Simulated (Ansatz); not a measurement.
CsH:
```xyz
2
Lattice="3.8140 0.0000 0.0000 0.0000 3.8140 0.0000 0.0000 0.0000 3.8140" Properties=species:S:1:pos:R:3 pbc="T T T"
Cs     0.0000     0.0000     0.0000
H      1.9070     1.9070     1.9070
```

The program Ansatz at the r²SCAN level (PAW) gives a gap of 3.18 eV without spin–orbit coupling, maximum at R, minimum at R.

Q: What happens when spin–orbit coupling is switched on?

A: The gap decreases by 0.01 eV, to 3.17 eV; maximum at R, minimum at R.

Q: Give the hole effective mass with spin–orbit coupling.

A: 0.52 mₑ (isotropic).

Space group Pm-3m (CsCl type). The workflow started from a Materials Project entry (that database holds measured and hypothetical structures alike); the Crystallography Open Database copy checked does not list it. COD files the formula under space group No. 225. Whether it is the stable phase at ambient conditions was not checked. The r²SCAN relaxation kept the symmetry of its start; its stability against distortions is not shown here.

Potentials: the later of the program's two PAW sets.
